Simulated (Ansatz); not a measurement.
Electric field gradients in SrVO₃

The cell is a COD entry, whose atoms a relaxation with PBE at fixed cell left in place.

```yaml
crystal:
  lattice:
    - [3.84090, 0.00000, 0.00000]
    - [0.00000, 3.84090, 0.00000]
    - [0.00000, 0.00000, 3.84090]
  atoms:
    - { symbol: Sr, position: [0.50000, 0.50000, 0.50000] }
    - { symbol: V, position: [0.00000, 0.00000, 0.00000] }
    - { symbol: O, position: [0.50000, 0.00000, 0.00000] }
    - { symbol: O, position: [0.00000, 0.50000, 0.00000] }
    - { symbol: O, position: [0.00000, 0.00000, 0.50000] }
```

Sites (sets of like atoms) are named by element and the number of their first atom in this list.

Computed with Ansatz: DFT, PBE, plane waves and PAW, scalar-relativistic, collinear spin, 420 eV cutoff, Γ-centred 9×9×9 k-points, Fermi–Dirac smearing 0.05 eV. Start moments as typed (μB): 1 on each V, none on the rest.

Conventions: |V_zz| ≥ |V_yy| ≥ |V_xx|, η = (V_xx − V_yy)/V_zz, C_Q = eQV_zz/h. ν_Q = 3|C_Q|/[2I(2I − 1)].

87Sr: I = 9/2, Q = 305.0 mb; ⁵¹V: I = 7/2, Q = -52.00 mb; ¹⁷O: I = 5/2, Q = -25.58 mb. Q values from Pyykkö, Mol. Phys. 116, 1328 (2018).

```json
{"site": "Sr", "atoms (order as listed)": "1", "first shell": "12 O at 2.72 Å", "C_Q (MHz)": "0", "η": "–", "ν_Q (MHz)": "0"}
{"site": "V", "atoms (order as listed)": "2", "first shell": "6 O at 1.92 Å", "C_Q (MHz)": "0", "η": "–", "ν_Q (MHz)": "0"}
{"site": "O", "atoms (order as listed)": "3, 4, 5", "first shell": "2 V at 1.92 Å, angle 180°; also 4 Sr at 2.72 Å", "C_Q (MHz)": "-2.00", "η": "0.00", "ν_Q (MHz)": "0.301"}
```

An axis of threefold or higher order runs through O, so V_zz lies along it and η is zero. Sr and V sit on a cubic site, where every gradient vanishes.

The run finds no gap above 0.1 eV (a metal, or nearly one), so the gradients can move by 10 % or more with the k-mesh. Semilocal functionals can leave a metal where correlation in the d or f shell opens a gap in the real compound, and that would change the values at and beside V. The run lost most of its start moments on V; a state with other moments may lie lower. The magnetic order is the one that the run reached from its start moments, not necessarily the measured one (the real compound may not order at all).

The relaxation (1 step) took 26 s of wall time (26 s of CPU time) and 0.44 GiB at its peak, on 1 thread of Arm Neoverse N1 (aarch64; 36 cores open to the job, memory cap 3.0 GiB, no GPU), a shared host with a load of 0.9 a core.
